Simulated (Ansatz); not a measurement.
ZnCdTeSe:
```cif
data_CdSeTeZn
_chemical_formula_sum 'Zn1 Cd1 Te1 Se1'
_space_group_name_H-M_alt 'P 1'
_space_group_IT_number 1
_cell_length_a 7.42607
_cell_length_b 7.42607
_cell_length_c 7.42607
_cell_angle_alpha 32.995
_cell_angle_beta 32.995
_cell_angle_gamma 32.995
loop_
_space_group_symop_operation_xyz
  'x, y, z'
loop_
_atom_site_label
_atom_site_type_symbol
_atom_site_fract_x
_atom_site_fract_y
_atom_site_fract_z
_atom_site_occupancy
Zn1 Zn 0.36970 0.36970 0.36970 1
Cd1 Cd 0.88248 0.88248 0.88248 1
Te1 Te 0.49263 0.49263 0.49263 1
Se1 Se 0.00521 0.00521 0.00521 1
```

Relaxed with LDA.

Question: Which orbitals make up the states near the Fermi level in LDA in the plane-wave PAW code Ansatz?

Answer: Within 0.5 eV of the Fermi level: Te 5p 82 %, Se 4p 6 %. Projections are on Löwdin-orthogonalised atomic valence shells; empty p or d shells of many metals are not among them.

Question: Tabulate the density of states.

Answer: States/eV per cell of 4 atoms, in 0.25 eV bins, energy from the Fermi level.

```csv
E (eV),total,Zn 3d,Se 4p,Te 5p
-7.85,0.00,0.00,0.00,0.00
-7.60,3.15,2.96,0.16,0.00
-7.35,31.47,30.06,0.61,0.17
-7.10,5.38,4.97,0.03,0.03
-6.85,0.00,0.00,0.00,0.00
-6.60,0.00,0.00,0.00,0.00
-6.35,0.00,0.00,0.00,0.00
-6.10,0.00,0.00,0.00,0.00
-5.85,0.06,0.00,0.03,0.01
-5.60,1.76,0.04,0.81,0.28
-5.35,3.86,0.10,1.54,0.72
-5.10,1.40,0.06,0.42,0.41
-4.85,2.35,0.06,0.46,0.96
-4.60,1.84,0.05,0.38,0.72
-4.35,1.18,0.04,0.34,0.36
-4.10,0.98,0.04,0.39,0.20
-3.85,1.08,0.04,0.66,0.10
-3.60,1.82,0.06,1.24,0.22
-3.35,2.30,0.06,1.35,0.60
-3.10,3.06,0.07,1.66,1.01
-2.85,3.46,0.08,2.06,1.00
-2.60,4.03,0.09,2.16,1.39
-2.35,3.05,0.08,1.47,1.19
-2.10,2.65,0.07,1.16,1.15
-1.85,2.98,0.07,1.11,1.53
-1.60,2.44,0.04,0.62,1.54
-1.35,2.38,0.03,0.47,1.65
-1.10,2.05,0.02,0.36,1.48
-0.85,1.36,0.01,0.20,1.01
-0.60,0.92,0.01,0.07,0.75
-0.35,0.73,0.00,0.04,0.62
-0.10,0.25,0.00,0.01,0.21
0.15,0.01,0.00,0.00,0.01
0.40,0.05,0.00,0.01,0.01
0.65,0.10,0.00,0.02,0.02
0.90,0.19,0.00,0.03,0.02
1.15,0.28,0.00,0.05,0.03
1.40,0.74,0.00,0.12,0.06
1.65,0.97,0.00,0.17,0.08
1.90,1.22,0.00,0.21,0.09
2.15,1.83,0.00,0.29,0.13
2.40,1.99,0.00,0.27,0.18
2.65,2.39,0.00,0.28,0.26
2.90,3.10,0.00,0.32,0.38
3.15,2.67,0.00,0.25,0.35
3.40,2.24,0.00,0.19,0.28
3.65,2.13,0.00,0.18,0.23
3.90,2.31,0.00,0.17,0.18
4.15,1.71,0.00,0.08,0.08
4.40,0.98,0.00,0.02,0.05
4.65,4.62,0.00,0.13,0.18
```

Space group R3m. The workflow started from a Materials Project entry (that database holds measured and hypothetical structures alike); the Crystallography Open Database copy checked does not list it. Its standing as an ambient phase is unchecked. The LDA relaxation kept the symmetry of its start; of distortions, only those at the zone centre were tested. Scalar-relativistic: spin–orbit coupling is off unless named, which matters more the heavier the elements.

Potentials: the later of the program's two PAW sets.
